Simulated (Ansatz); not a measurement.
Mg₂NCl (R-3m) from a database of computed structures, relaxed with r2SCAN in the PAW code Ansatz: the symmetry is R-3m (No. 166, trigonal); a = 3.293 Å, c = 17.814 Å in the conventional setting, 13.94 Å³ an atom. Mg has 3 N at 2.15 Å and 3 Cl at 2.74 Å; N has 6 Mg at 2.15 Å; Cl has 6 Mg at 2.74 Å. The primitive cell holds 4 atoms in 55.77 Å³. Calculated for a static, non-magnetic cell.

Computed values: PBE gives a gap of 2.44 eV and PBE0 (25 % exact exchange) 4.35 eV; one over PBE's mean ε∞ is 0.220. HSE06 (6×6×6) gives a least gap of 3.65 eV, direct.

Q: What is the density?

A: The cell holds 2 Mg, 1 N, 1 Cl: M = 2×24.305 + 1×14.007 + 1×35.450 = 98.07 u in V = 55.77 Å³. ρ = 1.66054 × M/V = 1.66054 × 98.07/55.77 = 2.920 g/cm³, for the static r2SCAN lattice.

Q: Taking the gap as linear in the share of unscreened exchange, estimate the gap of the hybrid whose share is 1/ε∞.

A: The slope is (4.35 − 2.44)/0.25 = 7.64 eV per unit share, so E_g ≈ 2.44 + 7.64 × 0.220 = 4.12 eV. The run with that share gives 4.11 eV (6×6×6 mesh), -0.01 eV from the straight line.

Q: At what wavelength does absorption set in by HSE06, excitons left aside?

A: λ = 1239.84 eV nm/E: 340 nm for the least gap. That lies in the ultraviolet, so by this gap the crystal is transparent to visible light.
